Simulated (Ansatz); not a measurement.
ZnCu2SnSe4 in space group I-42m (No. 121; Sn on 2b, Se on 8i, Cu on 4d, Zn on 2a) at seven volumes, DFT-LDA in the program Ansatz with PAW potentials, shape and atoms relaxed at each. One row is withheld.

```tsv
V (Å³/atom)	P (GPa)
19.938	8.65
20.595	5.25
21.252	2.40
21.910	0.00
22.567	-2.01
23.224	?
23.882	-5.12
```

**Question.** Fit the shown pressures and predict the withheld one.

**Answer.** P = (3/2)B₀(x^(7/2) − x^(5/2))[1 + (3/4)(B′ − 4)(x − 1)] with x = (V₀/V)^(2/3). Least squares on the six rows gives V₀ = 21.910 Å³/atom, B₀ = 73.1 GPa, B′ = 4.81. At V = 23.224, x = 0.9619 and P = -3.70 GPa. The run itself gave -3.70 GPa.

The workflow started from an entry of the Crystallography Open Database (COD). It is not the phase usual at ambient conditions (space group No. 82). The cell was relaxed with LDA under the symmetry of its start; its stability against distortions is not shown here. No spin polarisation was allowed. Scalar-relativistic: spin–orbit coupling is off unless named, which matters more the heavier the elements.

Potentials: the later of the program's two PAW sets.
